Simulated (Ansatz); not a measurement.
Input:

TiGeS$_{3}$:
Space group Pnma (No. 62); a = 8.743 Å, b = 3.407 Å, c = 12.617 Å, α = 90.00°, β = 90.00°, γ = 90.00°

```json
[
 {"atom": "Ti", "site": "4c", "symmetry": ".m.", "x": "0.1560", "y": "0.2500", "z": "0.5416"},
 {"atom": "Ge", "site": "4c", "symmetry": ".m.", "x": "0.0589", "y": "0.2500", "z": "0.1591"},
 {"atom": "S", "site": "4c", "symmetry": ".m.", "x": "0.0081", "y": "0.2500", "z": "0.3856"},
 {"atom": "S", "site": "4c", "symmetry": ".m.", "x": "0.2285", "y": "0.7500", "z": "0.2148"},
 {"atom": "S", "site": "4c", "symmetry": ".m.", "x": "0.1723", "y": "0.2500", "z": "0.9809"}
]
```

This is the LDA-relaxed structure.

Problem. All from plane-wave PAW LDA (Ansatz code), unless another level is named. Predict the vibrational entropy at 300 K.

Solution. 29.4 J/(K·mol of atoms).

Problem. Predict the zero-point energy.

Solution. 39.9 meV/atom.

Problem. Predict the Hill bulk and shear moduli.

Solution. 41.4 and 25.6 GPa.

The workflow started from a Materials Project entry (that database holds measured and hypothetical structures alike); the Crystallography Open Database files this formula in space group No. 62, but the cells were not matched. Whether it is the stable phase at ambient conditions was not checked. The LDA relaxation kept the symmetry of its start; its stability against distortions is not shown here. The run is not spin-polarised. A crystal of weakly bound chains computed without a dispersion correction: the cell and the soft elastic constants depend strongly on that.

Potentials: the later of the program's two PAW sets.
